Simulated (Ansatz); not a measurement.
Below is a relaxed structure of Ga₄Sb₃As. The cell was found from a structure generator's guess, not taken from experiment.

Method: DFT PBE, scalar-relativistic, plane waves, PAW in Ansatz. Cutoff 420 eV, Γ-centred mesh, Gaussian smearing, no spin polarisation.

```
Ga Sb As
1.0
     4.31386    0.00000    0.00000
     0.00000    8.62890    0.00000
     0.00000    0.00000    6.09263
Ga Sb As
4 3 1
Direct
  0.00000 0.76355 0.00855
  0.50000 0.50000 0.50796
  0.00000 0.23644 0.00855
  0.50000 0.00000 0.47595
  0.50000 0.75729 0.74984
  0.00000 0.50000 0.24987
  0.50000 0.24271 0.74984
  0.00000 0.00000 0.24946
```

Energies over the elements count from the elements' standard structures at the same level, with no fitted energy shifts.

Question: What space group does it have?

Answer: Pmm2 (No. 25), with Sb and As ordered on zinc blende sites. Conventional cell: a = 4.314 Å, b = 8.629 Å, c = 6.093 Å. Ga on a site of symmetry m is surrounded by 1 As at 2.51 Å and 3 Sb at 2.67–2.71 Å; Ga on a site of symmetry mm2 is surrounded by 4 Sb at 2.66–2.67 Å; Sb on a site of symmetry m has 4 Ga at 2.66–2.68 Å; As has 4 Ga at 2.51–2.56 Å; 2 more sites not described.

Question: How far does it lie from the elements in energy?

Answer: −0.20 eV/atom. It lies below the elements, which doesn't yet make it stable against other compounds or structures.

Question: Is it a metal?

Answer: It can't be told: by band count a gap of 0.02 eV opens on the 10×6×6 mesh, less than the smearing, so the run treats the cell as a metal.

The last run used a 10×6×6 mesh (in the run's order of axes) for its 8-atom cell and Gaussian smearing of 0.10 eV. These runs have no spin–orbit coupling, which can matter for Sb. The reference form of As is held partly by dispersion forces, which this level lacks. Symmetry constrained the relaxation, so the result can be a saddle point.
